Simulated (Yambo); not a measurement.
Absorption of LiC (space group Immm, No. 71) with and without the electron-hole interaction (Yambo, PBEsol bands; 8×8×8 mesh, 4 valence and 4 conduction bands, static screening with 24 bands and a 4 Ry block, scissor 2.34 eV, Tamm-Dancoff; field along x). Axes are Cartesian, with cell vectors (Å) (-1.79, 2.40, 2.65), (1.79, -2.40, 2.65), (1.79, 2.40, -2.65).

```json
[
 {"E (eV)": "3.80", "Im ε, BSE": "0.06", "Im ε, independent quasiparticles": "0.03"},
 {"E (eV)": "3.90", "Im ε, BSE": "0.07", "Im ε, independent quasiparticles": "0.03"},
 {"E (eV)": "4.00", "Im ε, BSE": "0.07", "Im ε, independent quasiparticles": "0.03"},
 {"E (eV)": "4.10", "Im ε, BSE": "0.08", "Im ε, independent quasiparticles": "0.04"},
 {"E (eV)": "4.20", "Im ε, BSE": "0.08", "Im ε, independent quasiparticles": "0.04"},
 {"E (eV)": "4.30", "Im ε, BSE": "0.09", "Im ε, independent quasiparticles": "0.04"},
 {"E (eV)": "4.40", "Im ε, BSE": "0.09", "Im ε, independent quasiparticles": "0.04"},
 {"E (eV)": "4.50", "Im ε, BSE": "0.10", "Im ε, independent quasiparticles": "0.04"},
 {"E (eV)": "4.60", "Im ε, BSE": "0.11", "Im ε, independent quasiparticles": "0.04"},
 {"E (eV)": "4.70", "Im ε, BSE": "0.12", "Im ε, independent quasiparticles": "0.05"},
 {"E (eV)": "4.80", "Im ε, BSE": "0.13", "Im ε, independent quasiparticles": "0.05"},
 {"E (eV)": "4.90", "Im ε, BSE": "0.15", "Im ε, independent quasiparticles": "0.05"},
 {"E (eV)": "5.00", "Im ε, BSE": "0.17", "Im ε, independent quasiparticles": "0.06"},
 {"E (eV)": "5.10", "Im ε, BSE": "0.19", "Im ε, independent quasiparticles": "0.06"},
 {"E (eV)": "5.20", "Im ε, BSE": "0.23", "Im ε, independent quasiparticles": "0.06"},
 {"E (eV)": "5.30", "Im ε, BSE": "0.28", "Im ε, independent quasiparticles": "0.07"},
 {"E (eV)": "5.40", "Im ε, BSE": "0.36", "Im ε, independent quasiparticles": "0.07"},
 {"E (eV)": "5.50", "Im ε, BSE": "0.50", "Im ε, independent quasiparticles": "0.08"},
 {"E (eV)": "5.60", "Im ε, BSE": "0.78", "Im ε, independent quasiparticles": "0.09"},
 {"E (eV)": "5.70", "Im ε, BSE": "1.19", "Im ε, independent quasiparticles": "0.10"},
 {"E (eV)": "5.80", "Im ε, BSE": "1.24", "Im ε, independent quasiparticles": "0.12"},
 {"E (eV)": "5.90", "Im ε, BSE": "1.12", "Im ε, independent quasiparticles": "0.14"},
 {"E (eV)": "6.00", "Im ε, BSE": "1.13", "Im ε, independent quasiparticles": "0.19"},
 {"E (eV)": "6.10", "Im ε, BSE": "1.19", "Im ε, independent quasiparticles": "0.26"},
 {"E (eV)": "6.20", "Im ε, BSE": "1.39", "Im ε, independent quasiparticles": "0.36"},
 {"E (eV)": "6.30", "Im ε, BSE": "1.78", "Im ε, independent quasiparticles": "0.43"},
 {"E (eV)": "6.40", "Im ε, BSE": "2.24", "Im ε, independent quasiparticles": "0.46"},
 {"E (eV)": "6.50", "Im ε, BSE": "2.48", "Im ε, independent quasiparticles": "0.46"},
 {"E (eV)": "6.60", "Im ε, BSE": "2.82", "Im ε, independent quasiparticles": "0.47"},
 {"E (eV)": "6.70", "Im ε, BSE": "3.58", "Im ε, independent quasiparticles": "0.51"},
 {"E (eV)": "6.80", "Im ε, BSE": "4.61", "Im ε, independent quasiparticles": "0.63"},
 {"E (eV)": "6.90", "Im ε, BSE": "5.50", "Im ε, independent quasiparticles": "0.74"},
 {"E (eV)": "7.00", "Im ε, BSE": "5.13", "Im ε, independent quasiparticles": "0.84"},
 {"E (eV)": "7.10", "Im ε, BSE": "4.43", "Im ε, independent quasiparticles": "0.93"},
 {"E (eV)": "7.20", "Im ε, BSE": "3.82", "Im ε, independent quasiparticles": "0.83"},
 {"E (eV)": "7.30", "Im ε, BSE": "3.51", "Im ε, independent quasiparticles": "0.77"},
 {"E (eV)": "7.40", "Im ε, BSE": "3.45", "Im ε, independent quasiparticles": "0.83"},
 {"E (eV)": "7.50", "Im ε, BSE": "3.52", "Im ε, independent quasiparticles": "0.97"},
 {"E (eV)": "7.60", "Im ε, BSE": "3.95", "Im ε, independent quasiparticles": "1.13"},
 {"E (eV)": "7.70", "Im ε, BSE": "4.46", "Im ε, independent quasiparticles": "1.32"},
 {"E (eV)": "7.80", "Im ε, BSE": "4.71", "Im ε, independent quasiparticles": "1.57"},
 {"E (eV)": "7.90", "Im ε, BSE": "4.29", "Im ε, independent quasiparticles": "1.82"},
 {"E (eV)": "8.00", "Im ε, BSE": "3.69", "Im ε, independent quasiparticles": "2.16"},
 {"E (eV)": "8.10", "Im ε, BSE": "3.77", "Im ε, independent quasiparticles": "2.57"},
 {"E (eV)": "8.20", "Im ε, BSE": "3.85", "Im ε, independent quasiparticles": "2.84"},
 {"E (eV)": "8.30", "Im ε, BSE": "4.04", "Im ε, independent quasiparticles": "3.01"},
 {"E (eV)": "8.40", "Im ε, BSE": "3.74", "Im ε, independent quasiparticles": "3.09"},
 {"E (eV)": "8.50", "Im ε, BSE": "3.40", "Im ε, independent quasiparticles": "3.24"},
 {"E (eV)": "8.60", "Im ε, BSE": "3.03", "Im ε, independent quasiparticles": "3.24"},
 {"E (eV)": "8.70", "Im ε, BSE": "3.19", "Im ε, independent quasiparticles": "3.17"},
 {"E (eV)": "8.80", "Im ε, BSE": "3.40", "Im ε, independent quasiparticles": "3.33"},
 {"E (eV)": "8.90", "Im ε, BSE": "4.14", "Im ε, independent quasiparticles": "3.51"},
 {"E (eV)": "9.00", "Im ε, BSE": "5.00", "Im ε, independent quasiparticles": "3.65"},
 {"E (eV)": "9.10", "Im ε, BSE": "6.28", "Im ε, independent quasiparticles": "3.84"},
 {"E (eV)": "9.20", "Im ε, BSE": "7.22", "Im ε, independent quasiparticles": "4.15"},
 {"E (eV)": "9.30", "Im ε, BSE": "9.33", "Im ε, independent quasiparticles": "4.52"},
 {"E (eV)": "9.40", "Im ε, BSE": "12.2", "Im ε, independent quasiparticles": "4.74"},
 {"E (eV)": "9.50", "Im ε, BSE": "11.7", "Im ε, independent quasiparticles": "4.38"},
 {"E (eV)": "9.60", "Im ε, BSE": "7.26", "Im ε, independent quasiparticles": "4.06"},
 {"E (eV)": "9.70", "Im ε, BSE": "4.60", "Im ε, independent quasiparticles": "3.83"},
 {"E (eV)": "9.80", "Im ε, BSE": "3.14", "Im ε, independent quasiparticles": "3.63"},
 {"E (eV)": "9.90", "Im ε, BSE": "2.57", "Im ε, independent quasiparticles": "3.35"},
 {"E (eV)": "10.00", "Im ε, BSE": "2.53", "Im ε, independent quasiparticles": "2.89"},
 {"E (eV)": "10.10", "Im ε, BSE": "2.60", "Im ε, independent quasiparticles": "2.66"},
 {"E (eV)": "10.20", "Im ε, BSE": "2.73", "Im ε, independent quasiparticles": "2.82"},
 {"E (eV)": "10.30", "Im ε, BSE": "2.56", "Im ε, independent quasiparticles": "3.18"},
 {"E (eV)": "10.40", "Im ε, BSE": "2.57", "Im ε, independent quasiparticles": "3.55"},
 {"E (eV)": "10.50", "Im ε, BSE": "2.35", "Im ε, independent quasiparticles": "3.93"},
 {"E (eV)": "10.60", "Im ε, BSE": "2.15", "Im ε, independent quasiparticles": "4.29"},
 {"E (eV)": "10.70", "Im ε, BSE": "1.80", "Im ε, independent quasiparticles": "4.54"}
]
```

The scissor comes from a G0W0 run whose convergence isn't established. Broadening 0.15 eV. The band window holds all transitions up to 13.0 eV. Fine structure above the onset can come from the mesh.

Geometry relaxed with PBEsol; primitive cell a = b = c = 4.0003 Å, α = 126.93°, β = 106.14°, γ = 96.95°.
